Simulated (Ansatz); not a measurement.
Relaxed-ion elastic tensor of TiB2 (fluorite, Fm-3m) in GPa (Voigt order), DFT-PBE in the program Ansatz with PAW potentials; density 3.49 g/cm³, 11.03 Å³ per atom.

```
 127   162   162   0.0   0.0   0.0
 162   127   162   0.0   0.0   0.0
 162   162   127   0.0   0.0   0.0
 0.0   0.0   0.0  -823   0.0   0.0
 0.0   0.0   0.0   0.0  -823   0.0
 0.0   0.0   0.0   0.0   0.0  -823
```

Q: Is the crystal mechanically stable?

A: No: the smallest eigenvalue of C is -823 GPa.

The cell is a constructed one: a structure type filled with these elements; neither database checked (COD, Materials Project) lists it. It is not the phase usual at ambient conditions (space group No. 191). Symmetry was held in the PBE relaxation. At this level the phase is dynamically unstable (imaginary phonons). The run is not spin-polarised. As this level gives no gap, shear constants depend on the k-mesh and smearing (Fermi–Dirac, 0.1 eV here).

Potentials: the later of the program's two PAW sets.
